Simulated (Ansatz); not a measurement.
Here is the system:

AlAs (zinc blende), conventional cell a = 5.675 Å, b = 5.675 Å, c = 5.675 Å, α = 90.00°, β = 90.00°, γ = 90.00°. The calculation uses the primitive cell of 2 atoms, to which meshes and values per cell refer.

E(V) scan at fixed shape, V₀ the volume above. Symmetry pins the atoms to their sites.

Level of theory: PBEsol (plane waves to 420 eV, PAW, scalar-relativistic; Ansatz, a program for electronic structure). k mesh 10×10×10 (Γ-centred), Fermi-Dirac smearing 0.05 eV. The energy includes the smearing's −TS. Stress and pressure are positive under compression. AlAs was relaxed with its symmetry unable to fall. ΔE is measured from the relaxed starting cell.

The scan covers V/V₀ from 0.840 to 1.160 in 13 points.

Q: What is the fitted pressure derivative B₀′?

A: 4.2.

Q: What bulk modulus B₀ follows from a third-order Birch-Murnaghan fit?

A: 71.9 GPa.

(Under strain, the slope of the energy per volume gives the stress and its curvature an elastic modulus.)
